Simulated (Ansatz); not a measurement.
# Computed properties of TaAs

TaAs:
```cif
data_As2Ta2
_chemical_formula_sum 'Ta2 As2'
_space_group_name_H-M_alt 'P 1'
_space_group_IT_number 1
_cell_length_a 6.23783
_cell_length_b 6.23783
_cell_length_c 6.23783
_cell_angle_alpha 148.321
_cell_angle_beta 148.321
_cell_angle_gamma 45.412
loop_
_space_group_symop_operation_xyz
  'x, y, z'
loop_
_atom_site_label
_atom_site_type_symbol
_atom_site_fract_x
_atom_site_fract_y
_atom_site_fract_z
_atom_site_occupancy
Ta1 Ta 0.99899 0.99899 0.00000 1
Ta2 Ta 0.74899 0.24899 0.50000 1
As1 As 0.41701 0.41701 0.00000 1
As2 As 0.16701 0.66701 0.50000 1
```

Space group I4_1md (No. 109); conventional cell a = b = 3.4051 Å, c = 11.5088 Å, α = β = γ = 90.00°.

Method: plane-wave PAW LDA (Ansatz code). Structure relaxed to zero pressure with the same functional. Other levels are named where they apply.

Cell and energy:

- Volume per atom: 16.68 Å³
- Density: 12.74 g/cm³
- Formation energy from the elements (no fitted shifts): -0.63 eV/atom

Electronic structure:

- Electronic character = no gap, with almost no states at the Fermi level (zero-gap or semimetallic)
- Density of states at the Fermi level = 0.01 states/eV per atom (mean over ±0.08 eV)

Mechanics:

Bulk modulus (Birch–Murnaghan fit): 197 GPa
Pressure derivative B′: 4.3

Phonons:

- Highest zone-centre frequency = 266 cm⁻¹
- Zone-centre stability = no imaginary mode at Γ

Symmetry was held in the LDA relaxation. The run is not spin-polarised. A small band overlap can be real or an error of a semilocal functional. As this level gives no gap, phonon frequencies hold no LO–TO term and depend on the k-mesh and smearing (Fermi–Dirac, 0.1 eV here). The references are the lowest solids computed at this level, not always the standard phases. Spin–orbit coupling is left out wherever it is not named.

Potentials: the later of the program's two PAW sets.
